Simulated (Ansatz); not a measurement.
The start is a generated cell, WC built in the AFLOW prototype AB_hP12_194_df_ce (B18, as in CuS). The structure is fully relaxed (lattice and positions, P = 0) with PBE (plane waves to 420 eV, PAW, scalar-relativistic; Ansatz, a quantum-chemistry and plane-wave program). The first steps use a coarse 6×6×2 k-mesh.

The start:
```
WC
1.0
    3.43392     0.00000     0.00000
   -1.71696     2.97387     0.00000
    0.00000     0.00000    14.14853
W C
6 6
Cartesian
  0.00000   1.98258  10.61140
  1.71696   0.99129   3.53713
  0.00000   1.98258   1.51729
  1.71696   0.99129   8.59155
  1.71696   0.99129  12.63124
  0.00000   1.98258   5.55698
  0.00000   1.98258   3.53713
  1.71696   0.99129  10.61140
  0.00000   0.00000   0.90126
  0.00000   0.00000   7.97553
  0.00000   0.00000  13.24727
  0.00000   0.00000   6.17300
```

Problem. How large is the pressure on the unrelaxed cell, and of which sign?

Solution. +15 GPa (positive: the cell is compressed).

Problem. How much energy is released per atom?

Solution. 0.25 eV/atom.

Problem. How does the volume per atom move from start to end?

Solution. +2.0 %, from 12.04 to 12.28 Å³/atom.

Problem. How do the shortest distances between atoms change?

Solution. The closest pairs of elements (up to four, under 3.6 Å), start → end: C–C 1.80 → 2.67 Å; C–W 1.98 → 2.04 Å; W–W 2.83 → 2.96 Å.

Problem. Write out the relaxed structure.

Solution. 
```cif
data_C6W6
_chemical_formula_sum 'W6 C6'
_space_group_name_H-M_alt 'P63/mmc'
_space_group_IT_number 194
_space_group_name_Hall '-P 6c 2c'
_cell_length_a 3.52981
_cell_length_b 3.52981
_cell_length_c 13.65527
_cell_angle_alpha 90.000
_cell_angle_beta 90.000
_cell_angle_gamma 120.000
loop_
_atom_site_label
_atom_site_type_symbol
_atom_site_symmetry_multiplicity
_atom_site_Wyckoff_symbol
_atom_site_fract_x
_atom_site_fract_y
_atom_site_fract_z
_atom_site_occupancy
W1 W 2 d 0.66667 0.33333 0.25000 1
W2 W 4 f 0.33333 0.66667 0.09321 1
C1 C 2 c 0.33333 0.66667 0.25000 1
C2 C 4 e 0.00000 0.00000 0.09785 1
```

The space group stays P6₃/mmc (No. 194) (the run could not lower it), with 12 atoms in the primitive cell. Final values are on a 12×12×3 k-mesh of the relaxed cell. No spin polarisation in the result.

The run could not lose the symmetry of its start, so the end can be a saddle point.

The relaxed structure here is a generated cell of WC: the first start was made by placing the elements on the sites of a structure type, and the end was not matched to a known phase here, so it may be hypothetical. Known forms of WC include space group No. 187.
